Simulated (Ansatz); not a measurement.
All-electron LAPW in Ansatz 0.2.0 under PBE, scalar-relativistic, energies extrapolated to zero smearing. Slabs are 1×1 cells cut from bulk crystals relaxed on PAW files, with atoms then relaxed, 16 to 20 Å of vacuum, a dipole correction, k spacings of 0.16 to 0.26 Å⁻¹ and smearing of 0.02 to 0.1 eV, without spin–orbit coupling or spin polarisation. The bulk type named needn't be the stable one, and no reconstruction is allowed.

```csv
slab,area (Å²),γ (J/m²),Φ (eV),Δd12 (%)
"fcc Al (110), 4 layers",11.55,0.90,4.18,-5.9
"hcp Hf (10-10), 4 layers",16.24,1.87,3.95,-6.2
"bcc Mo (100), 5 layers",9.99,3.34,3.92,-11.4
"diamond Sn (100), 4 layers",22.15,0.82,4.47,-1.2
"hcp Ru (0001), 4 layers",6.41,?,5.00,-3.6
"hcp Zr (10-10), 4 layers",16.72,1.66,?,-68.4
```

Question: Give the missing entry: row "hcp Ru (0001), 4 layers", column "γ (J/m²)".

Answer: 2.65.

Question: Fill in "Φ (eV)" for the row "hcp Zr (10-10), 4 layers".

Answer: 4.19.
